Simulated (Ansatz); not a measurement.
# What DFT gives for CuGe2

```
Ge Cu
1.0
     2.86820    0.00000    0.00000
     0.00000    2.86820    0.00000
     0.00000    0.00000    5.91782
Ge Cu
2 1
Cartesian
  1.4341 1.4341 1.7458
  1.4341 1.4341 4.1721
  0.0000 0.0000 0.0000
```

Single point in Ansatz 0.2.0 with r2SCAN, no spin polarisation. Cutoff 500 eV, PAW datasets, 9×9×5 Γ-centred k mesh, tetrahedron filling.

Contacts: Ge–Ge at 2.43 Å: least valence density 0.50 e/Å³ and ELF 0.69 there. Ge–Cu at 2.68 Å: least valence density 0.26 e/Å³ and ELF 0.29 there. Cu–Cu at 2.87 Å: least valence density 0.17 e/Å³ and ELF 0.20 there. Both are smooth PAW fields, read partly inside the augmentation spheres.
Electronic structure: It is a metal, with about 1.4 states/eV a cell as the mean within 0.25 eV of the Fermi level, mostly Ge p (57 %), Ge s (21 %) and Cu d (13 %).
Charges: Bader charges in e: Cu +0.13, Ge -0.06. In the mean Cu gives up most and Ge takes most.
Stress: The pressure is 1.0 GPa (compression positive), so with the atoms held at these fractions the cell would first expand; the forces are large, so a full relaxation may end otherwise. The principal stresses -1.0, -1.0, 5.0 GPa differ, so its shape would change too.

Origin: a known structure type with other elements, at an estimated volume, so it need not be a known compound. Caveats: empty levels are not fully converged; forces and stress under tetrahedra may miss the slope of the energy.
